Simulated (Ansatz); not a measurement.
Two states of TlNi2S2

```
CELL_PARAMETERS angstrom
-1.91041 1.91041 6.43354
1.91041 -1.91041 6.43354
1.91041 1.91041 -6.43354
ATOMIC_POSITIONS crystal
Ni 0.75000 0.25000 0.50000
Ni 0.25000 0.75000 0.50000
S 0.36000 0.36000 0.00000
S 0.64000 0.64000 0.00000
Tl 0.00000 0.00000 0.00000
```

Level: r2SCAN; 500 eV; 7×7×7 Γ-centred mesh; fermi-dirac occupations (width 0.1 eV); Ansatz 0.2.0, fixed geometry.

State A: Ni1 up, Ni2 down (collinear spin). State B: Ni1 down, Ni2 down (collinear spin).

Task: Which state is lower, and how do they differ?

Result: State B is lower by 49.8 meV an atom at zero smearing; in free energy at this smearing B lies -42.5 meV an atom from A.

```
state  free energy (meV/atom)  largest moment in a small sphere (μB)  net moment (μB/cell)  gap on mesh (eV)  pressure (GPa)  largest force (eV/Å)
    A                    42.5                                   0.64                  0.00             metal            -6.2                  1.82
    B                     0.0                                   1.13                  2.88             metal            -5.1                  1.57
```

Origin: a database entry at a rescaled volume. Caveats: semilocal functionals often miss the gap of such magnets; the k mesh is coarse if the cell is a metal; atoms or cell far from equilibrium.
